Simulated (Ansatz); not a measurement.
## Trial structures of ScIn3SbP: starts and ends

All numbers below come from DFT PBE, scalar-relativistic, plane waves, PAW (Ansatz 0.2.0). All cells share a 420 eV cutoff and Γ-centred k meshes spaced at most about 0.3 Å⁻¹ (about 0.25 or finer for metals, 2π included). No spin polarisation in the final relaxations.

Each guess was relaxed in cell and atoms at zero pressure, within the symmetry of its start. Temperature and zero-point effects are left out. Coordination counts In, Sb or Sc atoms around P (for each partner element, those within 1.25 times its shortest distance or 1.15 times the sum of covalent radii, where it is the nearest in units of that sum or under 1.3; the shortest distance is added where it is long for a bond).

| guess | made from | start group | V start (Å³/atom) | end group | V end (Å³/atom) | coordination at the end | gap on mesh (eV) | E over the lowest end (meV/atom) |
| --- | --- | --- | --- | --- | --- | --- | --- | --- |
| 1 | random cell | P4/mmm | 23.3 | P4/mmm | 29.8 | P 6 | 0 | 0 |
| 2 | random cell | P4/mmm | 24.9 | ? | ? | ? | ? | ? |
| 3 | random cell | P4/mmm | 28.1 | P4/mmm | 30.9 | P 4 | 0 | 263 |
| 4 | LaMnAlNi3 type | P-6m2 | 25.1 | P-6m2 | 26.0 | P 9 from 3.2 Å | 0 | 181 |

Guess 2 as it starts:

```yaml
crystal:
  lattice:
    - [5.68457, 0.00000, 0.00000]
    - [0.00000, 5.68457, 0.00000]
    - [0.00000, 0.00000, 4.61548]
  atoms:
    - { symbol: Sc, position: [0.50000, 0.50000, 0.00000] }
    - { symbol: In, position: [0.00000, 0.50000, 0.50000] }
    - { symbol: In, position: [0.50000, 0.00000, 0.50000] }
    - { symbol: In, position: [0.50000, 0.50000, 0.50000] }
    - { symbol: Sb, position: [0.00000, 0.00000, 0.00000] }
    - { symbol: P, position: [0.00000, 0.00000, 0.50000] }
```

Problem. Predict the end of this guess and its energy over the lowest end.

Solution. It ends in space group P4/mmm (No. 123), with a = 5.487 Å, c = 5.792 Å, 29.1 Å³/atom and no gap; its coordination is P 6. It lies 0.32 eV/atom over the lowest end, above guess 3 and so the highest of the set. Counting In, Sb or Sc atoms around P, this end and the lowest (guess 1) both have P 6.

```
CELL_PARAMETERS angstrom
5.48736 0.00000 0.00000
0.00000 5.48736 0.00000
0.00000 0.00000 5.79237
ATOMIC_POSITIONS crystal
Sc 0.50000 0.50000 0.00000
In 0.00000 0.50000 0.50000
In 0.50000 0.00000 0.50000
In 0.50000 0.50000 0.50000
Sb 0.00000 0.00000 0.00000
P 0.00000 0.00000 0.50000
```

Energies over the elements count from the elements' standard structures at the same level, with no fitted energy shifts. The references include black phosphorus.

Problem. Is the lowest end bound against the elements?

Solution. No: its formation energy is +0.03 eV/atom. The separate elements lie lower, so it is unstable against them.

These runs have no spin–orbit coupling, which can matter for Sb. The reference form of P is held partly by dispersion forces, which this level lacks. Cells relaxed within their symmetry can be saddle points. A lower structure may well exist outside this small set. Some structure types and database cells were kept out of the candidates from the start, so a known form may be missing.
